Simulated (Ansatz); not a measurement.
ScAl₃ (Cu3Au type, Pm-3m) under volume change, PBEsol (plane waves, PAW; program Ansatz), scaled uniformly.

```
V (Å³/atom)  E − E(relaxed) (meV/atom)  P (GPa)
-----------  -------------------------  -------
15.349                            45.8    10.47
15.855                            19.3     6.44
16.361                             4.6     2.97
16.867                             0.0     0.00
17.373                             4.1    -2.55
17.879                            15.7    -4.73
18.385                            33.6    -6.58
```

Q: What does a third-order Birch–Murnaghan fit give for V₀, B₀ and B′?

A: V₀ = 16.87 Å³/atom, B₀ = 91.4 GPa, B′ = 4.1.

The PBEsol relaxation kept the symmetry of its start. The run is not spin-polarised.

Potentials: the earlier of the program's two PAW sets. The files were generated under PBE; for other functionals the program regenerates the frozen cores, and for LDA and PBEsol the local potential too.
